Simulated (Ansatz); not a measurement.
## LuCr8Fe4 single point

The input, for Ansatz 0.2.0 (plane waves, PAW):

```yaml
crystal:
  lattice:
    - [0.0, 0.0, 4.90586704]
    - [4.24323821, -4.24323821, 2.45293352]
    - [4.24323821, 4.24323821, -2.45293352]
  atoms:
    - { symbol: Lu, position: [0.0, 0.0, 0.0] }
    - { symbol: Cr, position: [0.5, 0.7807, 0.7807] }
    - { symbol: Cr, position: [0.2807, 0.2193, 0.7807] }
    - { symbol: Cr, position: [0.5, 0.2193, 0.2193] }
    - { symbol: Cr, position: [0.7193, 0.7807, 0.2193] }
    - { symbol: Cr, position: [0.0, 0.34049, 0.34049] }
    - { symbol: Cr, position: [0.34049, 0.65951, 0.34049] }
    - { symbol: Cr, position: [0.0, 0.65951, 0.65951] }
    - { symbol: Cr, position: [0.65951, 0.34049, 0.65951] }
    - { symbol: Fe, position: [0.5, 0.0, 0.5] }
    - { symbol: Fe, position: [0.5, 0.5, 0.0] }
    - { symbol: Fe, position: [0.0, 0.0, 0.5] }
    - { symbol: Fe, position: [0.0, 0.5, 0.0] }
  symmetry: { tolerance: 0.0003 }
kpoints:
  mp_grid: { grid: [6, 6, 6], shift: [0, 0, 0] }
  band_path:
    path:
      - [0.0, 0.0, 0.0]
      - [0.0, 0.0, 0.5]
      - [0.0, 0.5, 0.5]
      - [0.0, 0.0, 0.0]
      - [0.66708857, 0.33354428, -0.33354428]
      - [0.33291143, 0.66645572, 0.33354428]
      - [0.0, 0.5, 0.5]
      - [0.0, 0.0, 0.5]
      - [0.5, 0.25, 0.25]
      - [0.5, 0.5, 0.0]
      - [0.0, 0.0, 0.0]
    npoints: 6
magnetization:
  spin_polarized: false
scf:
  occupations: { method: methfessel_paxton, width: 0.0148 }
  lower_state_search: "off"
  max_iter: 200
hamiltonian:
  pseudopotentials: { kind: paw }
  xc: r2scan
basis:
  ecutwfc: 500
  fft_grid_basis: typed
output:
  forces: true
  stress: true
  eigenvalues: true
  bader: true
  populations: true
  elf: true
  write_potential: true
  volumetric_format: npy
  dos:
    e_range: [-12, 8]
    de: 0.05
    projected: { site_lists: { Cr: [Cr], Fe: [Fe], Lu: [Lu] } }
  write_density: true
checkpoint:
  read: saved_state
```

Launched with:

```sh
ansatz run input.yaml --threads 1 --pin off --max-ram 2560MiB --backend cpu --events-out ev --progress --plain --runs-dir out
```

The run starts from an earlier solution of this cell. 

Parts of the output:

```
Lu: projections on atomic orbitals take those of the free atom [Kr 4d10] 4f14 5s2 5p6 5d1 6s2, of charge +0.00 (hamiltonian.pseudopotentials.projection_atoms); the dataset's partial waves leave at most 5.1e-5 of an orbital's norm unspanned inside its sphere
Pseudopotentials: kind: paw
Pseudopotential: Lu, paw, valence charge 25, recommended cutoff 500 eV (meta_gga), Lu.paw.azcp
Pseudopotential: Cr, paw, valence charge 14, recommended cutoff 500 eV (meta_gga), Cr.paw.azcp
Pseudopotential: Fe, paw, valence charge 16, recommended cutoff 500 eV (meta_gga), Fe.paw.azcp
Functional definition: r2SCAN
  exchange = r2scan_x(k0 = k0, k1 = k1, a1 = a1)
  correlation = r2scan_c
Crystal: 13 atoms, lattice volume = 176.661 Å³
Basis set: ecut = 500 eV, 4461 PW (Γ), exchange–correlation on 144×192×192 points (64 copies of the dense FFT grid, shifted against one another)
Bands: 121, of which v1, the nominal top of the filled ones, is band 101 counted from 1 (100 counted from 0)
Symmetry: 16 space group operations
Space group: I4/mmm (ITA 139), of the structure as read, at distance tolerance 1.7e-3 Å
k-points: 30 of 216
Initial density: read from a saved state, or passed on in memory by an earlier SCF of this step, an earlier step, the calling program or the single point that the run made first
Functional: x = r2scan, c = r2scan; τ floored in thin density (d = 2e-4 eV/Å³)
SCF iter   1: F=—  Δρ=3.59e-3  dr2=1.65e-2  dr2_τ=6.45e-3
SCF iter   2: F=—  S|Δr|=    0.00e0  Δρ=8.52e-3  dr2=1.88e-1  dr2_τ=4.28e-3  recentre
SCF iter   3: F=—  S|Δr|=    0.00e0  Δρ=2.71e-3  dr2=8.16e-3  dr2_τ=1.63e-3
SCF iter   4: F=—  S|Δr|=    0.00e0  Δρ=2.02e-3  dr2=5.08e-3  dr2_τ=7.90e-4
SCF iter   5: F=—  S|Δr|=    0.00e0  Δρ=6.37e-4  dr2=5.04e-4  dr2_τ=9.61e-5
SCF iter   6: F=—  S|Δr|=    0.00e0  Δρ=3.54e-4  dr2=2.38e-4  dr2_τ=1.10e-5
SCF iter   7: F=—  S|Δr|=    0.00e0  Δρ=1.90e-4  dr2=8.07e-5  dr2_τ=4.14e-6
SCF iter   8: F=—  S|Δr|=    0.00e0  Δρ=9.66e-5  dr2=1.93e-5  dr2_τ=1.33e-6
SCF iter   9: F=—  S|Δr|=    0.00e0  Δρ=6.16e-5  dr2=6.32e-6  dr2_τ=4.03e-7
SCF iter  10: F=—  S|Δr|=    0.00e0  Δρ=6.37e-5  dr2=8.45e-6  dr2_τ=1.58e-7
SCF iter  11: F=—  S|Δr|=    0.00e0  Δρ=1.47e-5  dr2=4.92e-7  dr2_τ=1.56e-8
SCF iter  12: F=—  S|Δr|=    0.00e0  Δρ=1.87e-5  dr2=8.41e-7  dr2_τ=1.88e-8
SCF iter  13: F=-59740.5914 eV  S|Δr|=    0.00e0  Δρ=5.69e-6  dr2=6.60e-8  dr2_τ=2.50e-9
Free energy (F): -59740.5914 eV
Harris-Foulkes:  -59740.5914 eV  (|F-HF|=5.16e-8)
Internal energy: -59740.5915 eV  (E = F + TS)
E sigma→0 (E₀):  -59740.5914 eV
Entropy (-TS):   0.0001 eV (0.011 meV/atom)
Fermi energy:    16.6902 eV
--- Per-component energies (eV) ---
  E_band       = -2530.2525
  E_kinetic    = 4554.4248
  E_local      = -25686.5328  (includes V_loc(G=0)·N_el)
  E_nonlocal   = 2053.2307
  E_hartree    = 10901.8745
  E_xc         = -1764.0630
  E_vxc        = -2561.0649  (∫ρ·V_xc dr)
  E_paw        = -22491.6273  (= ΣΔE_a)
  E_vpaw       = -2859.8530  (= ΣTr[D̂ρ^β])
  E_aug_tail   = 0.0028  (compensation charges beyond the density's cutoff)
  E_vtau       = 165.7853  (kinetic-family band-sum trace: ∫τ·v_τ [+ j·A + Jᵃ·Aᵃ] dr)
  E_ewald      = -27305.2423
  E_core_change = -2.6590  (= ΣΔE_core)
  E_smearing   = 0.0001  (= −TS)
--- Forces (eV/Å), atoms counted from 1 ---
  atom   1  Lu     0.0000     0.0000     0.0000
  atom   2  Cr    -0.8960     0.0000     0.0000
  atom   3  Cr     0.0000    -0.8960     0.0000
  atom   4  Cr     0.8960     0.0000     0.0000
  atom   5  Cr     0.0000     0.8960     0.0000
  atom   6  Cr     1.9711     0.0000     0.0000
  atom   7  Cr     0.0000     1.9711     0.0000
  atom   8  Cr    -1.9711     0.0000     0.0000
  atom   9  Cr     0.0000    -1.9711     0.0000
  atom  10  Fe     0.0000     0.0000     0.0000
  atom  11  Fe     0.0000     0.0000     0.0000
  atom  12  Fe     0.0000     0.0000     0.0000
  atom  13  Fe     0.0000     0.0000     0.0000
--- Stress (GPa, compression-positive) ---
      -23.4756       0.0000       0.0000
        0.0000     -23.4756       0.0000
        0.0000       0.0000     -20.8665
  P = ⅓ Tr σ = -22.6059 GPa (-226.059 kbar)
--- Löwdin populations: 13 sites ---
  site symbol       q [e]
     0     Lu     25.0991
     1     Cr     13.9166
     2     Cr     13.9166
     3     Cr     13.9166
     4     Cr     13.9166
     5     Cr     13.8562
     6     Cr     13.8562
     7     Cr     13.8562
     8     Cr     13.8562
     9     Fe     15.7867
    10     Fe     15.7867
    11     Fe     15.7867
    12     Fe     15.7867
  spilling = 0.0083 (of n_electrons = 201.0000)
--- Bader charges: 13 sites ---
  site symbol  charge [e]  shift [e]
     0     Lu      1.5382     0.0000
     1     Cr      0.0900     0.0019
     2     Cr      0.0901     0.0019
     3     Cr      0.0901     0.0019
     4     Cr      0.0901     0.0019
     5     Cr      0.2920     0.0021
     6     Cr      0.2920     0.0021
     7     Cr      0.2920     0.0021
     8     Cr      0.2920     0.0021
     9     Fe     -0.7665     0.0040
    10     Fe     -0.7666     0.0040
    11     Fe     -0.7666     0.0040
    12     Fe     -0.7666     0.0040
```

Total energies depend on the potentials used, so only differences within one code and one set of settings carry meaning.

Origin: a known structure type with other elements, at an estimated volume, so it need not be a known compound. Caveats: no spin polarisation, so a magnetic state may lie lower; atoms or cell far from equilibrium.
